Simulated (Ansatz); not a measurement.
# ZnS: zone-centre modes

The calculation used DFT r2SCAN, scalar-relativistic, plane waves, PAW in Ansatz. Settings: plane waves to 500 eV, k-mesh 6×6×2 (Γ-centred), Gaussian smearing 0.05 eV. No spin polarisation.

Zero of the scan (relaxed at this level):

```
CELL_PARAMETERS angstrom
3.80874 0.00000 0.00000
-1.90437 3.29846 0.00000
0.00000 0.00000 12.46647
ATOMIC_POSITIONS crystal
Zn 0.00000 0.00000 0.00011
Zn 0.00000 0.00000 0.50011
Zn 0.33333 0.66667 0.25007
Zn 0.66667 0.33333 0.75007
S 0.00000 0.00000 0.18724
S 0.00000 0.00000 0.68724
S 0.33333 0.66667 0.43758
S 0.66667 0.33333 0.93758
```

Harmonic modes by finite displacements of 0.02 Å, without the LO–TO term.

(1) At this geometry, is the structure stable against these modes?

(2) List the wavenumbers in cm⁻¹.

## Answers

(1) Yes: no mode is imaginary beyond 10 cm⁻¹, and only the three translations lie near zero.

(2) 0, 0, 0, 57, 57, 58, 58, 72, 72, 141, 143, 196, 272, 274, 274, 277, 277, 282, 282, 285, 285, 339, 339, 340.

Cost: 1 run of about 6.5 core-minutes, on Arm Neoverse V2 (shared hosts).